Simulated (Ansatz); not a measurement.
Here is the system:

AgW:
```
CELL_PARAMETERS angstrom
      3.19422     0.00000     0.00000
      0.00000     3.19422     0.00000
      0.00000     0.00000     3.19422
ATOMIC_POSITIONS crystal
  Ag 0.00000 0.00000 0.00000
  W  0.50000 0.50000 0.50000
```

This is the r²SCAN-relaxed structure.

Task: All from r²SCAN in the plane-wave PAW code Ansatz, unless another level is named. Estimate the density of states at the Fermi level.

Result: 1.4 states/eV per atom (mean over ±0.08 eV).

Task: And the formation energy from the elements (no fitted shifts)?

Result: 1.29 eV/atom.

Space group Pm-3m (CsCl type). The start of the workflow was typed in or built on a structure type; neither database checked (COD, Materials Project) lists it. Its standing as an ambient phase is unchecked. Symmetry was held in the r²SCAN relaxation. At this level the phase is mechanically unstable. No spin polarisation was allowed. Its formation energy is positive at this level, so the cell may be metastable or incomplete. The references are the lowest solids computed at this level, not always the standard phases. Scalar-relativistic: spin–orbit coupling is off unless named, which matters more the heavier the elements.

Potentials: the earlier of the program's two PAW sets.
